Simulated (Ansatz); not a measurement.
A trial structure of Bi6Te was built thus: random cell by space group and Wyckoff sites (P6/mmm, No. 191). Lengths were set from tabulated atomic sizes, so they are only a guess.

```yaml
crystal:
  lattice:
    - [7.46995, 0.00000, 0.00000]
    - [-3.73498, 6.46917, 0.00000]
    - [0.00000, 0.00000, 5.24686]
  atoms:
    - { symbol: Bi, position: [0.23636, 0.76364, 0.00000] }
    - { symbol: Bi, position: [0.23636, 0.47272, 0.00000] }
    - { symbol: Bi, position: [0.52728, 0.76364, 0.00000] }
    - { symbol: Bi, position: [0.76364, 0.23636, 0.00000] }
    - { symbol: Bi, position: [0.76364, 0.52728, 0.00000] }
    - { symbol: Bi, position: [0.47272, 0.23636, 0.00000] }
    - { symbol: Te, position: [0.00000, 0.00000, 0.00000] }
```

Method: Ansatz 0.2.0, DFT PBE, scalar-relativistic, plane waves, PAW. Cutoff 420 eV, Gaussian smearing, Γ-centred meshes. Cell and atoms relax first on a coarse mesh, the cell is then made exact in the group found at 0.06 to 0.08 Å, and last on a converged mesh; the steps can't lower the symmetry of their start. No spin polarisation.

A guess keeps its type if space group and coordination stay and the shape of the cell changes little (axis ratios within about 15 %, angles within 6°); the volume may change.

Task: Will the relaxed cell still be of the starting type?

Result: It doesn't keep its type. The symmetry stays P6/mmm (No. 191). The volume per atom shrinks by 5.4 %, from 36.2 to 34.3 Å³. The shortest distance goes from 2.17 Å (Bi–Bi) to 3.25 Å (Bi–Bi and Te–Te). The ratio c/a of the conventional cell changes by a factor of 0.50. Counting neighbours within 15 % of an atom's shortest distance, the start has Bi 2, Te 6 and the end Bi 7, Te 8. In detail, at the end Bi has 6 Bi at 3.25–3.42 Å and 1 Te at 3.42 Å; around Te lie 2 Te at 3.25 Å and 6 Bi at 3.42 Å.

```cif
data_structure
_symmetry_space_group_name_H-M 'P 1'
_symmetry_Int_Tables_number 1
_cell_length_a 9.2262
_cell_length_b 9.2262
_cell_length_c 3.2541
_cell_angle_alpha 90.000
_cell_angle_beta 90.000
_cell_angle_gamma 120.000
_cell_volume 239.88
loop_
_atom_site_label
_atom_site_type_symbol
_atom_site_fract_x
_atom_site_fract_y
_atom_site_fract_z
_atom_site_occupancy
Bi1 Bi 0.21388 0.78612 0.00000 1
Bi2 Bi 0.21388 0.42775 0.00000 1
Bi3 Bi 0.57225 0.78612 0.00000 1
Bi4 Bi 0.78612 0.21388 0.00000 1
Bi5 Bi 0.78612 0.57225 0.00000 1
Bi6 Bi 0.42775 0.21388 0.00000 1
Te1 Te 0.00000 0.00000 0.00000 1
```

The last run used a 6×6×10 mesh (in the run's order of axes) for its 7-atom cell and Gaussian smearing of 0.10 eV. These runs have no spin–orbit coupling, which can matter for Bi and Te. A later test with randomly moved atoms ended 4 meV/atom higher, in P6/mmm at a loose tolerance, which is no clear verdict on its stability. Another cell of the same search, in P-1, lies 59 meV/atom lower, so this cell isn't the stable form at this level.
